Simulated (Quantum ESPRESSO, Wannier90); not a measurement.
## HfSiO₄ (I4₁/amd), plane waves to Wannier functions

```xyz
12
Lattice="-3.2767 3.2767 2.9822 3.2767 -3.2767 2.9822 3.2767 3.2767 -2.9822" Properties=species:S:1:pos:R:3 pbc="T T T"
Hf     0.0000     0.0000     0.0000
Hf     3.2767     0.0000    -1.4911
Si     0.0000     3.2767    -1.4911
Si     0.0000     0.0000     2.9822
O      0.0000    -1.2131     1.9039
O     -2.0636     0.0000     0.4127
O      3.2767    -2.0636    -1.0784
O      2.0636     0.0000     0.4127
O      0.0000    -2.0636    -0.4127
O      1.2131     0.0000    -1.9039
O      0.0000     2.0636    -0.4127
O      2.0636    -3.2767     1.0784
```

Cell from Materials Project (mp-4609), symmetrised, no further relaxation. COD (Crystallography Open Database) has an entry of this formula and space group (matched by these alone). Level: PBEsol, no spin polarisation, no spin-orbit coupling; pw.x of Quantum ESPRESSO at 68 Ry with PseudoDojo potentials, 4×4×4 k-points, Wannier90. Density: 8×8×8 mesh, cold smearing 0.01 Ry. Spin-orbit coupling is left out although heavy elements are present.

Bands 9-40 form an isolated set from -19.12 to 0.00 eV relative to the valence-band maximum (on the path) and are turned into 32 Wannier functions by minimising the spread from the start: sp3 on O.

Problem. Where do the functions sit, how wide are they and what are they made of?

Solution. 
```json
[
 {"functions": "8", "spread (Å²)": "0.67", "nearest atom, distance (Å)": "O 0.37", "second atom, distance (Å)": "Si 1.36", "weight on atomic waves": "O 2p 65 %, O 2s 16 %, Si 3p 9 %"},
 {"functions": "8", "spread (Å²)": "0.74", "nearest atom, distance (Å)": "O 0.43", "second atom, distance (Å)": "Hf 1.68", "weight on atomic waves": "O 2p 54 %, O 2s 29 %, Hf 5d 10 %"},
 {"functions": "8", "spread (Å²)": "0.80", "nearest atom, distance (Å)": "O 0.42", "second atom, distance (Å)": "Si 1.73", "weight on atomic waves": "O 2p 62 %, O 2s 21 %, Hf 5d 9 %"},
 {"functions": "8", "spread (Å²)": "0.74", "nearest atom, distance (Å)": "O 0.32", "second atom, distance (Å)": "Si 1.47", "weight on atomic waves": "O 2p 70 %, O 2s 13 %, Si 3p 7 %"}
]
```

Ω_I = 20.24 Å², Ω_total = 23.64 Å²; the interpolated bands follow pw.x to 0.4 meV rms on the path. It is the lowest total spread that any start reached here.
